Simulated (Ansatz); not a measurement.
Co3Ge2 in space group P-6m2 (No. 187; Co on 2i, Co on 1b, Ge on 1a, Ge on 1d) at seven volumes, PBEsol in the plane-wave PAW code Ansatz, shape and atoms relaxed at each. One row is withheld.

```json
[
 {"V (Å³/atom)": "11.341", "P (GPa)": "22.27"},
 {"V (Å³/atom)": "11.715", "P (GPa)": "13.54"},
 {"V (Å³/atom)": "12.089", "P (GPa)": "6.21"},
 {"V (Å³/atom)": "12.462", "P (GPa)": "0.00"},
 {"V (Å³/atom)": "12.836", "P (GPa)": "-5.25"},
 {"V (Å³/atom)": "13.210", "P (GPa)": "-9.67"},
 {"V (Å³/atom)": "13.584", "P (GPa)": "?"}
]
```

Fit the shown pressures and predict the withheld one.

P = (3/2)B₀(x^(7/2) − x^(5/2))[1 + (3/4)(B′ − 4)(x − 1)] with x = (V₀/V)^(2/3). Least squares on the six rows gives V₀ = 12.462 Å³/atom, B₀ = 190 GPa, B′ = 4.61. At V = 13.584, x = 0.9441 and P = -13.44 GPa. The run itself gave -13.33 GPa.

The workflow started from a Materials Project entry (that database holds measured and hypothetical structures alike); the Crystallography Open Database copy checked does not list it. Whether it is the stable phase at ambient conditions was not checked. Symmetry was held in the PBEsol relaxation; whether a distortion lowers the energy is not shown. The final state is ferromagnetic, chosen from 4 collinear starts compared on coarse meshes (ties went to the first, and starts can fall back to one state), not a proven ground state.

Potentials: the later of the program's two PAW sets.
